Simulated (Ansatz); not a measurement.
A trial cell of KHoC, before relaxation:

```cif
data_structure
_symmetry_space_group_name_H-M 'P 1'
_symmetry_Int_Tables_number 1
_cell_length_a 5.6424
_cell_length_b 5.6424
_cell_length_c 6.1563
_cell_angle_alpha 90.000
_cell_angle_beta 90.000
_cell_angle_gamma 120.000
_cell_volume 169.74
loop_
_atom_site_label
_atom_site_type_symbol
_atom_site_fract_x
_atom_site_fract_y
_atom_site_fract_z
_atom_site_occupancy
K1 K 0.33333 0.66667 0.00000 1
K2 K 0.66667 0.33333 0.00000 1
Ho1 Ho 0.00000 0.00000 0.00000 1
Ho2 Ho 0.00000 0.00000 0.50000 1
C1 C 0.33333 0.66667 0.50000 1
C2 C 0.66667 0.33333 0.50000 1
```

The calculation used Ansatz 0.2.0, DFT PBE, scalar-relativistic, plane waves, PAW, and for the lanthanide a 4f-in-core norm-conserving potential. Cutoff 690 eV, Gaussian smearing, Γ-centred meshes. Cell and atoms relax first on a coarse mesh and then on a finer one. In between, the cell is made exact in the group found at 0.06 Å. In metals the finer mesh still leaves noise of several meV/atom or more. The steps can't lower the symmetry of their start. No spin polarisation.

A guess keeps its type if space group and coordination stay and the shape of the cell changes little (axis ratios within about 15 %, angles within 6°); the volume may change.

Q: Does this structure survive the relaxation?

A: It keeps its type. The symmetry stays P6/mmm (No. 191). The volume per atom shrinks by 9.9 %, from 28.3 to 25.5 Å³. The shortest distance goes from 3.08 Å (K–C and Ho–Ho) to 2.94 Å (K–C and Ho–Ho). The ratio c/a of the conventional cell changes by a factor of 0.98. Counting neighbours within 15 % of an atom's shortest distance, the start has C 8, Ho 8, K 8 and the end C 8, Ho 8, K 8.

The last run used a 12×12×6 mesh (in the run's order of axes) for its 6-atom cell and Gaussian smearing of 0.10 eV. Symmetry constrained the relaxation, so the result can be a saddle point. Another cell of KHoC relaxed alike, in P-6m2, lies 1.86 eV/atom lower, so this cell isn't the stable form at this level.

The lanthanide is trivalent by construction, without f bands, f moments or other valences.
